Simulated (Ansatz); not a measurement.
MgV$_{2}$O$_{6}$:
```cif
data_Mg2O12V4
_chemical_formula_sum 'Mg2 V4 O12'
_space_group_name_H-M_alt 'C2/m'
_space_group_IT_number 12
_space_group_name_Hall '-C 2y'
_cell_length_a 9.32888
_cell_length_b 3.43799
_cell_length_c 6.78504
_cell_angle_alpha 90.000
_cell_angle_beta 111.602
_cell_angle_gamma 90.000
loop_
_atom_site_label
_atom_site_type_symbol
_atom_site_symmetry_multiplicity
_atom_site_Wyckoff_symbol
_atom_site_fract_x
_atom_site_fract_y
_atom_site_fract_z
_atom_site_occupancy
Mg1 Mg 2 c 0.50000 0.50000 0.50000 1
V1 V 4 i 0.19511 0.00000 0.15960 1
O1 O 4 i 0.19139 0.50000 0.06351 1
O2 O 4 i 0.04166 0.00000 0.22671 1
O3 O 4 i 0.34884 0.00000 0.38533 1
```
(The calculation used a cell of 9 atoms; values per cell refer to that cell.)

Relaxed with r²SCAN. 

### Question
HSE06 on this cell (Ansatz, an electronic-structure program, PAW) gives a gap of 4.16 eV. What does r²SCAN give?

### Answer
3.00 eV.

Cost on shared cores: the r²SCAN run (SCF on a 9×9×5 mesh, then bands and DOS) about 6 core-minutes (a rough figure), the HSE06 run (SCF on 5×5×3, then a few points) around 5 core-minutes (rough); the tasks are unlike.

The first step of the workflow began from a Materials Project structure, measured or hypothetical; the Crystallography Open Database files this formula in space group No. 12, but the cells were not matched. Whether it is the stable phase at ambient conditions was not checked. The r²SCAN relaxation kept the symmetry of its start; its stability against distortions is not shown here. The run is not spin-polarised. No Hubbard U is applied.

Potentials: the later of the program's two PAW sets.

Ansatz is a plane-wave DFT program.
